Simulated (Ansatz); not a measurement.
The end point of a relaxation of La3SbO3. Space group C2/m (No. 12). These are r2SCAN (plane waves to 500 eV, PAW, scalar-relativistic; Ansatz, a quantum-chemistry and plane-wave program) values and carry that method's errors.

Space group C2/m (No. 12); a = 13.893 Å, b = 4.125 Å, c = 12.374 Å, α = γ = 90.00°, β = 118.67°

| atom | site | symmetry | x | y | z |
|---|---|---|---|---|---|
| La | 4i | m | 0.3807 | 0.0000 | 0.0557 |
| La | 4i | m | 0.3720 | 0.0000 | 0.6011 |
| La | 4i | m | 0.1535 | 0.0000 | 0.7065 |
| Sb | 4i | m | 0.1231 | 0.0000 | 0.1830 |
| O | 4i | m | 0.3105 | 0.5000 | 0.0891 |
| O | 4i | m | 0.4361 | 0.0000 | 0.2976 |
| O | 4i | m | 0.1606 | 0.0000 | 0.5116 |
(The calculation used a cell of 14 atoms; values per cell refer to that cell.)

Task: Predict the band gap from r2SCAN.

Result: 1.00 eV, indirect (valence top at Γ, conduction bottom at k = (0.4286, -0.4286, 0)) (no spin-orbit coupling).

Task: What smallest direct gap does r2SCAN give?

Result: 1.12 eV at Y2.

No spin polarisation in the result. Without spin-orbit coupling the bands of the heavy element are not split, so the gap can be far off.

The run could not lose the symmetry of its start.
